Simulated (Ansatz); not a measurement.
# Magnetic orders of MnW

All numbers below come from Ansatz 0.2.0, DFT PBE, scalar-relativistic, plane waves, PAW.

```
Mn W
1.0
     1.77298    1.77298    3.74527
     1.77298    3.74527    1.77298
     3.74527    1.77298    1.77298
Mn W
1 1
Direct
  0.00000 0.00000 0.00000
  0.50000 0.50000 0.50000
```

- plane-wave cutoff: 420 eV
- Γ-centred k-mesh: 18×18×18
- occupation rule: Gaussian smearing, 0.1 eV
- list of starting moments (μB, in atom order): 4 0
- check for lower electronic states after the SCF: off

All runs keep this geometry, which isn't relaxed for the lowest state (largest force there 0.000 eV/Å, pressure 0.8 GPa) and needn't be a stable compound; relaxing each order would shift the differences by some 8 meV/atom, going by the pressures and a bulk modulus of about 150 GPa. A propagation vector, in units of the reciprocal vectors, doubles the cell, which takes an equally dense mesh. The large starts are 5 0 μB. The small starts are 0.5 0 μB. Site moments are spin moments in atom-centred spheres that scale with the neighbour distance. The states are those that the runs reached from these starts; a lower one can exist.

Starts tried: no spin; ferromagnetic; large parallel starting moments; antiferromagnetic, doubled cell, propagation vector (0, 0, 1/2); antiferromagnetic, doubled cell, propagation vector (0, 1/2, 1/2); antiferromagnetic, doubled cell, propagation vector (1/2, 1/2, 1/2); small parallel starting moments. Which state comes out lowest, and what are the moments?

The lowest state is antiferromagnetic, reached from the start “antiferromagnetic, doubled cell, propagation vector (0, 1/2, 1/2)”, with site moments (μB) Mn +1.81, W +0.08, Mn -1.81, W -0.08.

| start | ends | energy above lowest (meV/atom) | site moments (μB) | gap on mesh (eV) | P (GPa) |
| --- | --- | --- | --- | --- | --- |
| no spin | non-magnetic | 46.6 | none over 0.05 | metal | -5.4 |
| ferromagnetic | ferromagnetic | 14.2 | Mn +1.62, W -0.12 | metal | 0.0 |
| large parallel starting moments | ferromagnetic | 14.2 | Mn +1.62, W -0.12 | metal | 0.0 |
| antiferromagnetic, doubled cell, propagation vector (0, 0, 1/2) | antiferromagnetic | 3.73 | Mn +1.80, Mn -1.80 | metal | 1.1 |
| antiferromagnetic, doubled cell, propagation vector (0, 1/2, 1/2) | antiferromagnetic | 0.00 | Mn +1.81, W +0.08, Mn -1.81, W -0.08 | metal | 0.8 |
| antiferromagnetic, doubled cell, propagation vector (1/2, 1/2, 1/2) | antiferromagnetic | 46.4 | Mn +0.18, Mn -0.18 | metal | -5.3 |
| small parallel starting moments | ferromagnetic | 14.2 | Mn +1.62, W -0.12 | metal | 0.0 |

Cost: 7 runs of about 26 core-minutes in all, on Intel Xeon Processor @ 2.50GHz (Skylake/Cascade Lake) (shared hosts).